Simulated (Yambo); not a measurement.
Yambo run on Ba$_{2}$SrWO$_{6}$ (space group R-3, No. 148). The wavefunctions come from this Quantum ESPRESSO step (LDA, PseudoDojo standard norm-conserving files, scalar-relativistic):

```
&CONTROL
  calculation = 'nscf'
  pseudo_dir = './pseudo'
  outdir = './out'
/
&SYSTEM
  ibrav = 0
  nat = 10
  ntyp = 4
  ecutwfc = 84.0
  ecutrho = 336.0
  occupations = 'fixed'
  force_symmorphic = .true.
  nbnd = 318
/
&ELECTRONS
  conv_thr = 1e-08
  diago_full_acc = .true.
  diago_thr_init = 1e-08
/
ATOMIC_SPECIES
O 15.9990 O.upf
Sr 87.6200 Sr.upf
Ba 137.3270 Ba.upf
W 183.8400 W.upf
CELL_PARAMETERS angstrom
  3.108864971000   1.794904028000   4.968253000000
 -3.108864971000   1.794904028000   4.968253000000
  0.000000000000  -3.589808056000   4.968253000000
ATOMIC_POSITIONS crystal
O   0.782260000000   0.285900000000   0.660720000000
O   0.217740000000   0.714100000000   0.339280000000
O   0.660720000000   0.782260000000   0.285900000000
O   0.339280000000   0.217740000000   0.714100000000
O   0.285900000000   0.660720000000   0.782260000000
O   0.714100000000   0.339280000000   0.217740000000
Sr   0.000000000000   0.000000000000   0.000000000000
Ba   0.746823000000   0.746823000000   0.746823000000
Ba   0.253177000000   0.253177000000   0.253177000000
W   0.500000000000   0.500000000000   0.500000000000
K_POINTS automatic
2 2 2 0 0 0
```

Yambo input:

```
rim_cut
gw0
dyson
el_el_corr
HF_and_locXC
ppa
em1d
RandQpts= 1000000
RandGvec= 1 Ry
EXXRLvcs= 84 Ry
VXCRLvcs= 336 Ry
Chimod= "HARTREE"
% BndsRnXp
 2 | 317 |
%
NGsBlkXp= 8 Ry
% LongDrXp
 1.0 | 1.0 | 1.0 |
%
PPAPntXp= 27.2114 eV
% GbndRnge
 1 | 317 |
%
GTermKind= "BG"
DysSolver= "n"
ExtendOut
% QPkrange
 1 | 1 | 40 | 41 |
 3 | 3 | 40 | 41 |
%
```

k points by index: 1 = Γ, 3 = F.

The o-*.qp file then holds:

```
#    K-point    Band    Eo [eV]    E [eV]    E-Eo [eV]    Vxc [eV]    Vnlxc [eV]    Sc|Eo [eV]    Sc|E [eV]    dSc/dw|Eo [eV]    Re(Z)    Im(Z)
#
    1    40    -0.182455    -0.724474    -0.542020    -18.84932    -23.91895    4.365817    4.527612    -8.120694    0.770158    -0.001409
    1    41    3.113463    4.323603    1.210140    -16.18704    -10.97482    -3.718214    -4.002078    -6.382439    0.810009    -0.001293
    3    40    0.000000    -0.532741    -0.532741    -19.05212    -24.04800    4.304465    4.463133    -8.102507    0.770555    -0.001404
    3    41    2.786396    4.006944    1.220548    -15.36001    -9.831037    -4.036352    -4.308427    -6.065216    0.817732    -0.001202
```
(The two width columns are left out.) Convergence of these settings isn't established.

Spin-orbit coupling is not included.

Geometry of the Materials Project entry, not relaxed at this level.

The structure is a Materials Project entry; no match was found in the copy of COD used, and its stability was not checked.
